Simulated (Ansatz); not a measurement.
Ansatz (a quantum-chemistry and plane-wave program) input:

Ansatz 0.2 input:
```yaml
crystal:
  lattice:
    - [-2.1906387542, 2.1906387542, 5.1059934645]
    - [2.1906387542, -2.1906387542, 5.1059934645]
    - [2.1906387542, 2.1906387542, -5.1059934645]
  atoms:
    - { symbol: La, position: [0.0, 0.0, 0.0] }
    - { symbol: Si, position: [0.3840754619, 0.3840754619, 0.0] }
    - { symbol: Si, position: [0.6159245381, 0.6159245381, 0.0] }
    - { symbol: Au, position: [0.75, 0.25, 0.5] }
    - { symbol: Au, position: [0.25, 0.75, 0.5] }
kpoints:
  mp_grid: { grid: [13, 13, 13] }
hamiltonian:
  xc: r2scan
  pseudopotentials: { kind: paw }
scf:
  occupations: { method: gaussian, width: 0.05 }
checkpoint: { read: metal.run }
output: { write_density: true, elf: true, volumetric_format: npy }
basis: { fft_grid_basis: typed }
```

Output (shortened):

```
Pseudopotentials: kind: paw
Pseudopotential: La, paw, valence charge 11
Pseudopotential: Si, paw, valence charge 4
Pseudopotential: Au, paw, valence charge 19
Functional definition: r2SCAN
Crystal: 5 atoms, lattice volume = 98.013 Å³
Basis set: ecut = 500 eV, 2483 PW (Γ), exchange–correlation on 180×180×180 points (64 copies of the dense FFT grid, shifted against one another)
Bands: 35, of which v1, the nominal top of the filled ones, is band 29 counted from 1 (28 counted from 0)
Symmetry: 16 space group operations
Space group: I4/mmm (ITA 139), of the structure as read, at distance tolerance 4.6e-5 Å
k-points: 196 of 2197
PAW frozen core: La, regenerated for the run's functional
PAW frozen core: Si, regenerated for the run's functional
PAW frozen core: Au, regenerated for the run's functional
Initial density: read from a saved state, or passed on in memory by an earlier SCF of this step, an earlier step, the calling program or the single point that …
Stability of the state it starts from, as read at its close in the unpolarized treatment …
Initial wavefunctions: pseudopotential atomic-orbital guess
Eigensolver: davidson
Functional: x = r2scan, c = r2scan; τ floored in thin density (d = 2e-4 eV/Å³)
iter 1 solved again at ethr=2.02e-7 eV; its pass at ethr=3.10e-3 eV (dr2=1.15e-4 eV) is discarded
SCF iter   1: F=—  HF=-33873.292201 eV  |F-HF|=—  |Δ(HF+E_count)|=         —  Δρ=1.01e-6  dr2=1.33e-9  dr2_τ=2.66e-10  ethr=2.02e-7  ⟨swp⟩=3.3  Hψ=45856  notcnv=0
all-band conjugate gradients solve this SCF's bands
preconditioner: auto → Kerker (q_TF=auto, 2.493 Å⁻¹)
SCF iter   2: F=—  HF=-33873.292171 eV  |F-HF|=—  |Δ(HF+E_count)|=   3.07e-5  Δρ=4.14e-7  dr2=1.13e-10  dr2_τ=2.56e-10  ethr=2.34e-12  ⟨swp⟩=7.9  Hψ=31200  notcnv=0
SCF iter   3: F=-33873.292171 eV  HF=-33873.292171 eV  |F-HF|=7.28e-12  |Δ(HF+E_count)|=  1.46e-11  Δρ=2.71e-7  dr2=4.67e-11  dr2_τ=1.28e-11  ethr=1.00e-12  ⟨swp⟩=1.0  Hψ=14530  notcnv=0
SCF 1 converged in 3 iterations: F = -33873.292171 eV  dr2 = 4.67e-11
SCF converged after 3 iterations
Free energy (F): -33873.292171 eV
Harris-Foulkes:  -33873.292171 eV  (|F-HF|=7.28e-12)
Internal energy: -33873.290456 eV  (E = F + TS)
E sigma→0 (E₀):  -33873.291313 eV
Entropy (-TS):   -0.001714 eV (-0.343 meV/atom)
Fermi energy:    14.738276 eV
--- Per-component energies (eV) ---
  E_band       = -656.140624
  E_kinetic    = 1483.507627
  E_local      = -5799.755999  (includes V_loc(G=0)·N_el)
  E_nonlocal   = 288.067375
  E_hartree    = 2505.324265
  E_xc         = -674.737673
  E_vxc        = -879.937359  (∫ρ·V_xc dr)
  E_paw        = -25935.657818  (= ΣΔE_a)
  E_vpaw       = -813.839409  (= ΣTr[D̂ρ^β])
  E_aug_tail   = 0.001620  (compensation charges beyond the density's cutoff)
  E_vtau       = 55.167452  (kinetic-family band-sum trace: ∫τ·v_τ [+ j·A + Jᵃ·Aᵃ] dr)
  E_ewald      = -5739.602852
  E_core_change = -0.437001  (= ΣΔE_core)
  E_smearing   = -0.001714  (= −TS)
  E_closure    = 0.000000  (closes the sum)
  Σ components = -33873.292171   (vs F -33873.292171, Δ=0.00e0)
  [band-id]    e_kinetic+e_local+e_nonlocal+2·e_hartree+e_vxc+e_vpaw+e_augmentation_tail+e_vtau = -656.140163   (vs E_band -656.140624, Δ=4.61e-4)
--- Band table (eV; the first three rows and the last of 196) ---
  k-point 0: bands = ["-94.0045", "-94.0017", "-44.8600", "-44.8600", "-44.8442", "-44.8347", "-44.8108", "-44.8108", "-19.2268", "-2.6285", "-2.4854", "-2.4854", "2.9994", "5.8158", "7.2084", "7.9992", "8.2110", "8.2110", "9.5550", "9.5550", "9.7148", "10.2637", "10.5129", "10.8677", "11.2199", "12.4888", "12.4888", "13.7923", "14.8617", "14.8617", "15.1371", "16.9457", "17.0775", "17.1246", "17.1246"]
  k-point 1: bands = ["-94.0044", "-94.0017", "-44.8603", "-44.8570", "-44.8439", "-44.8350", "-44.8139", "-44.8105", "-19.2253", "-2.6259", "-2.5082", "-2.4962", "3.1155", "5.8519", "7.2900", "7.9848", "8.2197", "8.2714", "9.3944", "9.5393", "9.6851", "10.1939", "10.4861", "10.8498", "10.9223", "12.3459", "12.6316", "13.5924", "14.4540", "15.2026", "15.6726", "16.9485", "17.0805", "17.1111", "17.1174"]
  k-point 2: bands = ["-94.0042", "-94.0020", "-44.8611", "-44.8485", "-44.8431", "-44.8357", "-44.8226", "-44.8099", "-19.2213", "-2.6189", "-2.5641", "-2.5263", "3.4299", "5.9501", "7.4179", "7.9641", "8.3441", "8.4444", "9.0851", "9.3698", "9.6443", "10.0116", "10.0999", "10.3860", "10.9787", "12.2078", "12.9350", "13.2943", "13.8495", "15.8527", "16.5238", "16.9550", "17.0683", "17.0775", "17.0915"]
  k-point 195: bands = ["-94.0045", "-94.0017", "-44.8593", "-44.8593", "-44.8440", "-44.8348", "-44.8115", "-44.8115", "-19.2239", "-2.7308", "-2.4953", "-2.4750", "4.2709", "4.4297", "7.6637", "8.0175", "8.0747", "8.1064", "8.9024", "9.2415", "9.3874", "9.4663", "10.2286", "11.0827", "12.2664", "12.7899", "14.0899", "14.3118", "16.3093", "16.4422", "16.5069", "16.5341", "16.9581", "16.9889", "17.2803"]
  band table: 35 of 35 bands, residual norms ≤ 1.0e-3 eV
```

Cost: roughly 50 core-seconds on shared cores.

The workflow started from an entry of the Crystallography Open Database (COD). Its standing as an ambient phase is unchecked. Symmetry was held in the r²SCAN relaxation; its stability against distortions is not shown here. Scalar-relativistic: spin–orbit coupling is off unless named, which matters more the heavier the elements.

Potentials: the later of the program's two PAW sets.

Ansatz is a plane-wave DFT program.
